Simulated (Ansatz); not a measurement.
Mo$_{3}$Te$_{4}$ (space group R-3)

```yaml
crystal:
  lattice:
    - [5.05309, 2.91740, 3.90901]
    - [-5.05309, 2.91740, 3.90901]
    - [0.00000, -5.83480, 3.90901]
  atoms:
    - { symbol: Te, position: [0.28926, 0.28926, 0.28926] }
    - { symbol: Te, position: [0.71074, 0.71074, 0.71074] }
    - { symbol: Te, position: [0.87913, 0.61752, 0.24755] }
    - { symbol: Te, position: [0.12087, 0.38248, 0.75245] }
    - { symbol: Te, position: [0.24755, 0.87913, 0.61752] }
    - { symbol: Te, position: [0.75245, 0.12087, 0.38248] }
    - { symbol: Te, position: [0.61752, 0.24755, 0.87913] }
    - { symbol: Te, position: [0.38248, 0.75245, 0.12087] }
    - { symbol: Mo, position: [0.95422, 0.25792, 0.08050] }
    - { symbol: Mo, position: [0.04578, 0.74208, 0.91950] }
    - { symbol: Mo, position: [0.08050, 0.95422, 0.25792] }
    - { symbol: Mo, position: [0.91950, 0.04578, 0.74208] }
    - { symbol: Mo, position: [0.25792, 0.08050, 0.95422] }
    - { symbol: Mo, position: [0.74208, 0.91950, 0.04578] }
```

This relaxed cell (volume V₀) is scaled evenly in all directions, its shape held. The atoms relax within the cell's symmetry.

Calculation: PBEsol (plane waves to 420 eV, PAW, scalar-relativistic; Ansatz, a first-principles code). k mesh 6×6×6 (Γ-centred), Fermi-Dirac smearing 0.05 eV. E stands for the smeared free energy. Compression counts positive. With the shape held, the modulus is that of even scaling; a crystal free to change shape is softer. At this level the bands of Mo3Te4 touch or barely overlap. Mo3Te4 is run without spin polarisation. Mo3Te4 was relaxed with its symmetry unable to fall. Spin-orbit coupling is left out, though Te is heavy. ΔE is measured from the relaxed starting cell. The last digit holds for this mesh only.

```
V (Å³/atom)  ΔE (meV/atom)
-----------  -------------
23.215                14.2
23.586                 7.6
23.956                 3.2
24.326                 0.8
24.697                 0.0
25.067                 0.7
25.438            withheld
25.808                 5.9
26.179                10.1
```

Task: Fit a third-order Birch-Murnaghan form (E₀, V₀, B₀, B₀′ free) to the given rows and predict ΔE at V = 25.438.

Result: Least squares on the 8 given rows: ΔE = E₀ + (9V₀B₀/16)·y²·[2 + (B₀′ − 4)y], y = (V₀/V)^(2/3) − 1, with V₀ = 24.695 Å³/atom, B₀ = 42.99 GPa (160.2 GPa = 1 eV/Å³; the term in eV is multiplied by 1000), B₀′ = 7.65, E₀ = -0.01 meV/atom; root-mean-square residual 0.02 meV/atom. At 25.438 the fit gives 2.7 meV/atom; the calculation gives 2.7 meV/atom, the same to the digits shown. For the pressure the fit gives -1.1 GPa against the computed -1.1 GPa.

(A scan under strain: stresses follow from slopes of the energy per volume, elastic moduli from its curvatures.)
